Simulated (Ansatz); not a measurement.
SnGe:
```
SnGe
1.0
    4.32807     0.00000     0.00000
    0.00000     4.30163     0.00000
    0.00000     0.00000    12.31382
Ge Sn
4 4
Cartesian
  1.08202   0.00000   4.15453
  1.08202   2.15081   5.49373
  3.24606   2.15081   6.82010
  3.24606   0.00000   8.15929
  1.08202   0.00000   9.68722
  1.08202   2.15081  11.44996
  3.24606   2.15081   0.86386
  3.24606   0.00000   2.62660
```

Relaxed with PBEsol. Special points in fractions of this cell's reciprocal vectors: Γ (0.000, 0.000, 0.000); X (0.500, 0.000, 0.000); S (0.500, 0.500, 0.000); Y (0.000, 0.500, 0.000); Z (0.000, 0.000, 0.500); U (0.500, 0.000, 0.500); R (0.500, 0.500, 0.500); T (0.000, 0.500, 0.500).

Problem. List the band energies nearest the Fermi level at these points for DFT-PBEsol with spin–orbit coupling in the program Ansatz with PAW potentials.

Solution. In eV from the Fermi level; about four levels below and three above (degenerate sets whole), none deeper than 8.9 eV; points with the same levels are listed once.

```tsv
k	below	above
Γ	-0.78 -0.78 -0.29 -0.29	0.16 0.16 0.26 0.26
X	-0.29 -0.29 -0.29 -0.29	1.76 1.76 1.76 1.76
S	-2.65 -2.65 -2.65 -2.65	0.71 0.71 0.71 0.71
Y	-0.39 -0.39 -0.13 -0.13	1.67 1.67 1.70 1.70
Z	-0.60 -0.60 -0.18 -0.18	0.20 0.20 0.31 0.31
U	-0.48 -0.48 -0.48 -0.48	0.47 0.47 0.47 0.47
R	-2.83 -2.83 -2.83 -2.83	1.49 1.49 1.49 1.49
T	-1.23 -1.23 -0.55 -0.55	0.41 0.41 0.96 0.96
```

Space group Pmma. The start of the workflow was typed in or built on a structure type; neither database checked (COD, Materials Project) lists it. Its standing as an ambient phase is unchecked. The cell was relaxed with PBEsol under the symmetry of its start; whether a distortion lowers the energy is not shown.

Potentials: the later of the program's two PAW sets.
